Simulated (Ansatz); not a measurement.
Computed with DFT PBE, scalar-relativistic, plane waves, PAW in Ansatz. All cells share a 420 eV cutoff and Γ-centred k meshes spaced about 0.3 Å⁻¹ or finer (0.25 for metals, 2π included). No spin polarisation.

All energies are static (0 K, no zero-point motion).

Compare these two cells of CaTl₄O₃, each relaxed at this level.

A. Space group P-6 (No. 174), hexagonal, a = 8.110 Å, c = 3.727 Å. Ca is surrounded by 3 O at 2.18 Å; Tl on a site of symmetry m is surrounded by 2 O at 2.37 Å and 4 Tl at 3.34–3.46 Å; Tl on a site of symmetry -6 has 3 O at 2.86 Å, 6 Tl at 3.46 Å and 2 Tl at 3.73 Å; O has 1 Ca at 2.18 Å, 2 Tl at 2.37 Å and 1 Tl at 2.86 Å.

B. Space group R-3m (No. 166), trigonal, a = 3.545 Å, c = 48.872 Å. Ca is surrounded by 6 O at 2.42 Å; Tl on its first site has 3 O at 2.60 Å; around Tl on its second site lie 3 O at 2.56 Å; around O on a site of symmetry 3m lie 3 Ca at 2.42 Å and 3 Tl at 2.60 Å; O on a site of symmetry -3m has 6 Tl at 2.56 Å.

**Question.** Which is lower in energy, and by how much?

**Answer.** B is lower, by 295 meV/atom. A has space group P-6 (No. 174), 26.5 Å³/atom and no gap on its mesh; B has space group R-3m (No. 166), 22.2 Å³/atom and a gap of 0.96 eV. Counting O atoms around Ca and Tl (those within 1.25 times the shortest such distance or 1.15 times the sum of covalent radii; the shortest distance is added where it is long for a bond; a slash parts the counts of unlike sites), A has Ca 3, Tl 2/3 from 2.9 Å and B has Ca 6, Tl 3 from 2.6 Å. Both come from trial cells of a structure search.

Weakly bound directions are ill-defined at this level, which has no dispersion term (R-3m), and this can change margins and order among such cells. Spin–orbit coupling, which can matter for Tl, is left out. Kohn–Sham gaps at this level usually fall short of measured ones. The missing spin–orbit coupling can work the other way here. The zero gap of P-6 may come from the functional, which often closes small gaps. With atoms moved at random, B came back. A had no clear such test and can be a saddle point.
